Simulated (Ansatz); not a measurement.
Ba₄Sb₂O in space group I4/mmm (No. 139; Ba on 4e, Ba on 4c, Sb on 4e, O on 2b), PBEsol (plane waves, PAW; program Ansatz), all energies at zero smearing, with the estimated change up to a 700 eV cutoff added, with one set of potentials and settings (totals compare only within such a set). Cell of 7 atoms (4 Ba, 2 Sb, 1 O): -36835.880 eV.

```tsv
element	reference phase	E (eV/atom)
Ba	Im-3m, 1 atoms in the cell	-5862.6098
Sb	R-3m, 2 atoms in the cell	-6408.0873
O	C2/m, 4 atoms in the cell, spin-polarised	-558.3554
```

Formation energy per atom, worked out: (-36835.880 − 4×(-5862.6098) − 2×(-6408.0873) − 1×(-558.3554))/7 = -1.559 eV/atom (-150 kJ per mol of atoms), at 0 K, without zero-point energy or fitted corrections.

The first step of the workflow began from a Materials Project structure, measured or hypothetical; the Crystallography Open Database files this formula in space group No. 139, but the cells were not matched. Its standing as an ambient phase is unchecked. The PBEsol relaxation kept the symmetry of its start; its stability against distortions is not shown here. The references are the lowest solids computed at this level, not always the standard phases (solids in place of the gases). Scalar-relativistic: spin–orbit coupling is off unless named, which matters more the heavier the elements.

Potentials: the later of the program's two PAW sets.
